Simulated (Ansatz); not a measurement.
CdS:
```yaml
crystal:
  lattice:
    - [4.19676, 0.00000, 0.00000]
    - [-2.09838, 3.63450, 0.00000]
    - [0.00000, 0.00000, 6.82931]
  atoms:
    - { symbol: Cd, position: [0.66667, 0.33333, 0.50022] }
    - { symbol: Cd, position: [0.33333, 0.66667, 0.00022] }
    - { symbol: S, position: [0.66667, 0.33333, 0.87678] }
    - { symbol: S, position: [0.33333, 0.66667, 0.37678] }
```

Relaxed with PBE. Special points in fractions of this cell's reciprocal vectors: Γ (0.000, 0.000, 0.000); M (0.500, 0.000, 0.000); K (0.333, 0.333, 0.000); A (0.000, 0.000, 0.500); L (0.500, 0.000, 0.500); H (0.333, 0.333, 0.500).

**Question.** List the band energies nearest the valence-band maximum at these points for PBE in the plane-wave PAW code Ansatz.

**Answer.** In eV from the valence-band maximum; about four levels below and three above (degenerate sets whole), none deeper than 8.9 eV; points with the same levels are listed once.

```json
[
 {"k": "Γ", "below": "-0.69 -0.69 -0.04 0.00 0.00", "above": "1.11 2.74 6.47 6.47"},
 {"k": "M", "below": "-2.44 -1.72 -1.18 -0.69", "above": "3.62 3.88 5.12"},
 {"k": "K", "below": "-2.85 -1.70 -1.70 -1.51", "above": "4.75 4.92 4.92"},
 {"k": "A", "below": "-0.36 -0.36 -0.36 -0.36", "above": "2.75 2.75 6.11 6.11"},
 {"k": "L", "below": "-1.24 -1.24 -1.22 -1.22", "above": "3.45 3.45 5.35 5.35"},
 {"k": "H", "below": "-2.24 -2.24 -1.03 -1.03", "above": "4.30 4.30 6.10 6.10"}
]
```

Space group P6_3mc (wurtzite). The cell was relaxed with PBE under the symmetry of its start. Spin–orbit coupling is left out wherever it is not named.

Potentials: the earlier of the program's two PAW sets.
